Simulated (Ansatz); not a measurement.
TaAl:
```yaml
crystal:
  lattice:
    - [3.20809, 0.00000, 0.00000]
    - [0.00000, 3.20809, 0.00000]
    - [0.00000, 0.00000, 3.20809]
  atoms:
    - { symbol: Ta, position: [0.00000, 0.00000, 0.00000] }
    - { symbol: Al, position: [0.50000, 0.50000, 0.50000] }
```

Relaxed with r²SCAN. Special points in fractions of this cell's reciprocal vectors: Γ (0.000, 0.000, 0.000); X (0.000, 0.500, 0.000); M (0.500, 0.500, 0.000); R (0.500, 0.500, 0.500).

### Question
List the band energies nearest the Fermi level at these points for r²SCAN with spin–orbit coupling (plane waves, PAW; program Ansatz).

### Answer
In eV from the Fermi level; about four levels below and three above (degenerate sets whole), none deeper than 8.9 eV; points with the same levels are listed once.

```
k                                below                above
-  -----------------------------------  -------------------
Γ              -2.95 -2.95 -2.95 -2.95  2.59 2.59 2.59 2.59
X              -0.51 -0.51 -0.29 -0.29  3.24 3.24 4.78 4.78
M              -2.76 -2.76 -2.12 -2.12  0.42 0.42 0.64 0.64
R  -4.64 -4.64 -4.64 -4.64 -4.52 -4.52  0.22 0.22 2.02 2.02
```

Space group Pm-3m (CsCl type). The start of the workflow was typed in or built on a structure type; neither database checked (COD, Materials Project) lists it. Whether it is the stable phase at ambient conditions was not checked. The cell was relaxed with r²SCAN under the symmetry of its start. At this level the phase is mechanically unstable. The run is not spin-polarised.

Potentials: the earlier of the program's two PAW sets.
